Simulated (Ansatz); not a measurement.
The relaxed structure here is a generated cell of MgF2: the first start was made by a random draw of sites in a space group, and the end was not matched to a known phase here, so it may be hypothetical. Known forms of MgF2 include space group No. 136.

The end point of a relaxation of MgF2. Calculation: PBE (plane waves to 420 eV, PAW, scalar-relativistic; Ansatz, a first-principles code).

```
CELL_PARAMETERS angstrom
      4.00140     0.00000     0.00000
     -2.00070     3.46532     0.00000
      0.00000     0.00000     8.12425
ATOMIC_POSITIONS crystal
  F  0.50000 0.50000 0.41848
  F  0.50000 0.00000 0.75181
  F  0.00000 0.50000 0.08515
  F  0.50000 0.50000 0.91485
  F  0.50000 0.00000 0.24819
  F  0.00000 0.50000 0.58152
  Mg 0.50000 0.50000 0.66667
  Mg 0.50000 0.00000 0.00000
  Mg 0.00000 0.50000 0.33333
```

Q: Find the space group and the Wyckoff positions (tolerance 0.01 Å).

A: Space group P6₄22 (No. 181); a = b = 4.0014 Å, c = 8.1242 Å, α = β = 90.00°, γ = 120.00°

| atom | site | symmetry | x | y | z |
|---|---|---|---|---|---|
| F | 6f | 2.. | 0.5000 | 0.5000 | 0.4185 |
| Mg | 3c | 222 | 0.5000 | 0.0000 | 0.0000 |

Q: Give the shortest distances between elements (the closest pairs, up to four, under 3.6 Å).

A: F–Mg 2.02 Å; F–F 2.40 Å; Mg–Mg 3.37 Å.

```yaml
volume_per_atom: 12.52 Å³
band_gap: 4.84 eV, direct at Γ (no spin-orbit coupling)
```

No spin polarisation in the result.

The run could not lose the symmetry of its start: the end is stationary, and may be a saddle point rather than a minimum.
